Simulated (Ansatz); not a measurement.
# Si: two-dimensional strain map

The calculation used Ansatz 0.2.0, DFT LDA, scalar-relativistic, plane waves, PAW. Settings: plane waves to 420 eV, k-mesh 20×20×20 (Γ-centred), Gaussian smearing 0.15 eV. No spin polarisation. Energies are free energies at this smearing, counted from the undisturbed cell; pressure is positive in compression.

The undisturbed cell (as given, not relaxed at this level; it stands at -0.8 GPa; this form isn't the usual structure):

```
CELL_PARAMETERS angstrom
-2.37137 2.37137 1.32927
2.37137 -2.37137 1.32927
2.37137 2.37137 -1.32927
ATOMIC_POSITIONS crystal
Si 0.25000 0.75000 0.50000
Si 0.50000 0.50000 0.00000
```

The cell is strained by p along both x and y and by q along z, fractional coordinates fixed. Points are written (p, q).

Energy above the undisturbed cell in meV/atom (a dash: not computed):

```csv
p \ q,-0.080,-0.040,0.000,0.040,0.080
-0.080,390.2,288.7,226.3,193.3,176.2
-0.040,148.1,79.1,48.1,40.5,49.6
0.000,44.7,5.6,0.0,17.2,47.5
0.040,41.2,22.2,39.7,76.1,124.3
0.080,102.6,102.1,134.6,188.1,250.1
```

Pressure in GPa:

```csv
p \ q,-0.080,-0.040,0.000,0.040,0.080
-0.080,48.4,38.3,30.5,24.6,19.6
-0.040,25.5,17.5,11.4,6.8,3.4
0.000,10.3,3.9,-0.8,-4.3,-6.8
0.040,0.3,-4.9,-8.5,-11.0,-12.6
0.080,-5.9,-10.2,-13.1,-14.8,-16.0
```